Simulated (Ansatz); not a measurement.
# Relaxing a structure of AlNi

The start is a generated cell, AlNi built in the AFLOW prototype AB_oP8_62_c_c (B16, as in GeS). The cell and all atomic positions are relaxed at zero pressure with r2SCAN (plane waves to 500 eV, PAW, scalar-relativistic; Ansatz, a first-principles code). The first steps use a coarse 4×11×9 k-mesh.

Input geometry:
```
AlNi
1.0
    8.84434     0.00000     0.00000
    0.00000     3.08958     0.00000
    0.00000     0.00000     3.64129
Al Ni
4 4
Cartesian
  3.31663   0.77239   1.21255
  7.73880   0.77239   0.60810
  5.52771   2.31718   2.42874
  1.10554   2.31718   3.03319
  1.22936   0.77239   1.41646
  5.65153   0.77239   0.40418
  7.61498   2.31718   2.22483
  3.19281   2.31718   3.23711
```
Spin-polarised start, with parallel moments on Ni.

How large is the pressure on the unrelaxed cell, and of which sign?

+16.9 GPa (positive: the cell is compressed).

What symmetry does the relaxed structure have?

The space group goes from Pnma (No. 62) to Pmmn (No. 59), with 4 atoms in the primitive cell.

How does the volume change?

-1.9 %, from 12.44 to 12.20 Å³/atom.

How do the shortest distances between atoms change?

The closest pairs of elements (up to four, under 3.6 Å), start → end: Al–Ni 2.10 → 2.44 Å; Ni–Ni 3.01 → 2.69 Å; Al–Al 2.96 → 2.69 Å.

What band gap does the relaxed structure have at this level?

Zero (metallic).

What magnetic moments remain?

Zero (the starting moments vanished).

What does it relax into? Give the structure.


```cif
data_Al2Ni2
_chemical_formula_sum 'Al2 Ni2'
_space_group_name_H-M_alt 'Pmmn :1'
_space_group_IT_number 59
_space_group_name_Hall 'P 2 2ab -1ab'
_cell_length_a 2.69466
_cell_length_b 3.58385
_cell_length_c 5.05489
_cell_angle_alpha 90.000
_cell_angle_beta 90.000
_cell_angle_gamma 90.000
loop_
_space_group_symop_operation_xyz
  'x, y, z'
  '-x, -y, z'
  'x+1/2, -y+1/2, -z'
  '-x+1/2, y+1/2, -z'
  '-x+1/2, -y+1/2, -z'
  'x+1/2, y+1/2, -z'
  '-x, y, z'
  'x, -y, z'
loop_
_atom_site_label
_atom_site_type_symbol
_atom_site_symmetry_multiplicity
_atom_site_Wyckoff_symbol
_atom_site_fract_x
_atom_site_fract_y
_atom_site_fract_z
_atom_site_occupancy
Al1 Al 2 a 0.00000 0.00000 0.66075 1
Ni1 Ni 2 a 0.00000 0.00000 0.14735 1
```

Final values are on a 17×13×9 k-mesh of the relaxed cell. No spin polarisation in the result: the starting moments vanished. A magnetic state may lie lower.

The run could not lose the symmetry of its start; a randomly shaken copy of 8 atoms returns to this structure.

The relaxed structure here is a generated cell of AlNi: the first start was made by placing the elements on the sites of a structure type, and the end was not matched to a known phase here, so it may be hypothetical. Known forms of AlNi include space group No. 221.
